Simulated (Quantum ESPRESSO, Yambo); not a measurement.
LuPO₄ (space group I4_1/amd, No. 141). The geometry is that of Materials Project entry mp-2940, symmetrised and not relaxed again. Chain: PBEsol (Quantum ESPRESSO, PseudoDojo norm-conserving, 100 Ry, without SOC); G0W0 in Yambo (2×2×2 Γ-centred k mesh, bands 3 to 222 and a 7 Ry block in the screening, 222 bands in G with the Bruneval-Gonze terminator, plasmon pole fitted at 27.2 eV); BSE (4×4×4 mesh, 24 valence and 9 conduction bands, static screening with 103 bands and a 3 Ry block, scissor 2.27 eV, Tamm-Dancoff).

| Quantity | Result |
|---|---|
| PBEsol gap (dense path) | 6.22 eV |
| PBEsol gap Γ → Γ on the GW mesh | 6.22 eV |
| PBEsol smallest direct gap on the GW mesh, at Γ | 6.22 eV |
| G0W0 direct gap at that point | 8.48 eV |
| G0W0 correction to the gap Γ → Γ | 2.27 eV |
| lowest exciton | no binding energy given (see below) |
| RPA electronic dielectric constant along x | 3.31 (4×4×4 mesh, PBEsol bands) |

Rough cost of the Yambo steps against G0W0 for 8 states: BSE about 3×, one RPA spectrum about 1/3.

Nearest settings tried, and what they do to the gap: 121 bands in W: +166 meV. Not varied: bands in G, block, mesh. So the settings aren't converged at that level. The k mesh is coarse. Among the k points computed, the smallest G0W0 gap is 8.07 eV, M → Γ. The BSE states are vertical excitations (zero momentum); the indirect quasiparticle gap, about 8.07 eV, is smaller than the direct one (8.48 eV on the GW mesh). Convergence of the RPA response with its 4×4×4 mesh was not tested. The run can't give a binding energy: its band window is complete only up to 11.14 eV, too close above the direct gap of 8.48 eV. Axes are Cartesian, with cell vectors (Å) (-3.37, 3.37, 2.96), (3.37, -3.37, 2.96), (3.37, 3.37, -2.96).

The 4f states are in the valence at their DFT position.
